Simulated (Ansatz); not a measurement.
# Profile along the Ni–Ni line in Ni (fcc, Cu type)

Ni (fcc, Cu type)

```xyz
1
Lattice="0.0000 1.7316 1.7316 1.7316 0.0000 1.7316 1.7316 1.7316 0.0000" Properties=species:S:1:pos:R:3 pbc="T T T"
Ni     0.0000     0.0000     0.0000
```

Fields along a shortest Ni–Ni line of a {100} plane (2.45 Å), from Ni to Ni, interpolated on the slice's grid (step about 0.1 Å). Calculation: PBEsol (plane waves to 420 eV, PAW, scalar-relativistic; Ansatz, a quantum-chemistry and plane-wave program). k mesh 23×23×23. Inside the PAW spheres the values are not all-electron values, and peaks at nuclei hang on which shells count as valence. Ni was relaxed with its symmetry unable to fall. Relaxed Ni ends ferromagnetic. The PAW data are Ansatz's earlier set. The magnetic order is the one the run started from; other orders were not tried.

```csv
distance from Ni (Å),valence electron density (e/Å³),"spin density, up minus down (e/Å³)",electron localisation function,ELF of the up spins,ELF of the down spins
0.00,64.28,2.97,x,x,x
0.12,55.48,2.54,x,x,x
0.25,36.27,1.62,x,x,x
0.37,18.75,0.81,x,x,x
0.49,8.23,0.36,x,x,x
0.61,3.42,0.15,0.30,0.30,0.29
0.74,1.49,0.07,0.20,0.22,0.19
0.86,0.74,0.02,0.17,0.18,0.17
0.98,0.47,0.00,0.18,0.17,0.19
1.10,0.38,-0.01,0.22,0.19,0.25
1.23,0.34,-0.01,0.25,0.21,0.29
1.35,0.38,-0.01,0.22,0.19,0.25
1.47,0.47,0.00,0.18,0.17,0.19
1.59,0.74,0.02,0.17,0.18,0.17
1.72,1.49,0.07,0.20,0.22,0.19
1.84,3.42,0.15,0.30,0.30,0.29
1.96,8.23,0.36,x,x,x
2.08,18.75,0.81,x,x,x
2.21,36.27,1.62,x,x,x
2.33,55.48,2.54,x,x,x
2.45,64.28,2.97,x,x,x
```

x: too close to a nucleus for the ELF to mean much.

Density on the Ni–Ni line (2.45 Å) at its midpoint: 0.34 e/Å³. ELF at that point: 0.25.
